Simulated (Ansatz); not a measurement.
From the elastic tensor of YHg₂ at 3 GPa (stress–strain coefficients) to moduli and sound speeds

The calculation used DFT LDA, scalar-relativistic, plane waves, PAW in Ansatz 0.2.0. Plane waves to 420 eV; Γ-centred k mesh 12×12×12; Fermi-Dirac smearing of 0.15 eV. No spin polarisation.

Symmetry: P6/mmm, No. 191, hexagonal system. The conventional cell has a = 4.762 Å, b = 4.762 Å, c = 3.279 Å, α = 90.00°, β = 90.00°, γ = 120.00°. Y (site symmetry 6/mmm) is surrounded by 12 Hg at 3.20 Å and 2 Y at 3.28 Å. Hg (site symmetry -6m2) is surrounded by 3 Hg at 2.75 Å.

In a metal, frequencies and elastic constants depend on the k mesh and the smearing, soft modes and shear constants most. Spin–orbit coupling is left out, which can shift energies with elements as heavy as these.

Relaxed-ion constants (GPa, on the Cartesian axes of the calculation):
C11 = 200.8, C12 = 91.4, C13 = 63.2, C22 = 200.8, C23 = 63.2, C33 = 105.6, C44 = 36.2, C55 = 36.2, C66 = 54.7 GPa; the others vanish.

Density 12.640 g/cm³; 3 atoms in 64.39 Å³.

The values that follow are for a polycrystal of randomly turned grains, by Hill's mean where one number stands.

| Property | Result |
| --- | --- |
| Bulk modulus, Voigt / Reuss / Hill | 104.7 / 91.3 / 98.0 GPa |
| Shear modulus, Voigt / Reuss / Hill | 44.7 / 41.9 / 43.3 GPa |
| Young's modulus | 113 GPa |
| Poisson ratio | 0.307 |
| Pugh ratio B/G | 2.26 |
| Universal anisotropy index | 0.48 |
| Longitudinal and transverse sound speeds | 3510 and 1851 m/s |
| Debye temperature from the mean sound speed | 222 K |

Cost: 1 run of about 5.5 core-minutes, on Intel Xeon Platinum 8488C (Sapphire Rapids) (shared hosts).